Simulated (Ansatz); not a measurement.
# TiO$_{2}$: do energies and stresses tell the same story?

All numbers below come from DFT r2SCAN, scalar-relativistic, plane waves, PAW in Ansatz 0.2.0.

Plane waves to 500 eV, a k mesh through Γ of 6×6×10 on the computed 6-atom cell and Gaussian smearing (0.02 eV); no spin polarisation.

Relaxed cell: P4_2/mnm, a = 4.597 Å, b = 4.597 Å, c = 2.954 Å, α = 90.00°, β = 90.00°, γ = 90.00°, 6 atoms in the primitive cell.

Energies at zero smearing and pressures from the stress tensor, at volumes with shape and atoms relaxed:
```json
{"V (Å³/atom)": "9.778", "E − E(first) (meV/atom)": "0.00", "P (GPa)": "16.58"}
{"V (Å³/atom)": "10.090", "E − E(first) (meV/atom)": "-23.26", "P (GPa)": "7.56"}
{"V (Å³/atom)": "10.402", "E − E(first) (meV/atom)": "-30.40", "P (GPa)": "0.00"}
{"V (Å³/atom)": "10.714", "E − E(first) (meV/atom)": "-24.06", "P (GPa)": "-6.28"}
{"V (Å³/atom)": "11.026", "E − E(first) (meV/atom)": "-6.66", "P (GPa)": "-11.37"}
```

Problem. Check P = −dE/dV between neighbouring volumes, and get the bulk modulus from the pressures alone.

Solution. With 1 eV/Å³ = 160.2 GPa:
```tsv
middle V (Å³/atom)	−ΔE/ΔV (GPa)	mean P (GPa)
9.934	11.944	12.070
10.246	3.663	3.779
10.558	-3.253	-3.140
10.870	-8.933	-8.823
```

The two differ by 0.13 GPa at most. The mean of two end pressures misses the average over a step by about ΔV² P″/12, up to 0.13 GPa here; with that taken off 0.01 GPa remains. Around V = 10.402 Å³/atom, the two neighbours give B = −V ΔP/ΔV = 10.402 × 13.84 / 0.624 = 230.6 GPa, against B0 = 228.9 GPa from the Birch–Murnaghan fit of the energies.

A ferromagnetic start lost its moments in a first run, so spin was left out; other magnetic orders weren't tried.

Cost: 6 runs of about 3.6 core-minutes in all, on Intel Xeon 6975P-C (Granite Rapids) (shared hosts).